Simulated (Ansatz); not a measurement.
Relaxed-ion elastic tensor of BiB (rock salt, Fm-3m) in GPa (Voigt order), plane-wave PAW r²SCAN (Ansatz code); density 10.05 g/cm³, 18.16 Å³ per atom.

```
 168  45.0  45.0   0.0   0.0   0.0
45.0   168  45.0   0.0   0.0   0.0
45.0  45.0   168   0.0   0.0   0.0
 0.0   0.0   0.0  43.9   0.0   0.0
 0.0   0.0   0.0   0.0  43.9   0.0
 0.0   0.0   0.0   0.0   0.0  43.9
```

Is the crystal mechanically stable?

Yes: the smallest eigenvalue of C is 43.9 GPa.

Work out the Voigt, Reuss and Hill averages.

K_V = 86.0, K_R = 86.0, K_H = 86.0; G_V = 51.0, G_R = 49.6, G_H = 50.3 GPa.

Give Young's modulus, Poisson's ratio, Pugh's ratio and the universal anisotropy index.

E = 9KG/(3K + G) = 126 GPa; ν = 0.26; K/G = 1.71 (near the Pugh limit of 1.75, no verdict); A_U = 5G_V/G_R + K_V/K_R − 6 = 0.14.

Estimate the sound speeds and the Debye temperature.

v_l = √((K + 4G/3)/ρ) = 3900 m/s, v_t = √(G/ρ) = 2240 m/s, mean 2490 m/s; Θ = (h/k)(3n/4πV)^(1/3) v_m = 282 K.

Give the Zener ratio and Young's modulus along [100], [110] and [111].

A = 2C44/(C11 − C12) = 0.71; 1/E = S11 − 2(S11 − S12 − S44/2)Γ with Γ = 0, 1/4, 1/3 gives 149, 120, 113 GPa.

A made-up cell: these elements were put on the sites of a structure type; neither database checked (COD, Materials Project) lists it. Whether it is the stable phase at ambient conditions was not checked. The cell was relaxed with r²SCAN under the symmetry of its start; whether a distortion lowers the energy is not shown. As this level gives no gap, shear constants depend on the k-mesh and smearing (Fermi–Dirac, 0.1 eV here). Scalar-relativistic: spin–orbit coupling is off unless named, which matters more the heavier the elements.

Potentials: the later of the program's two PAW sets.
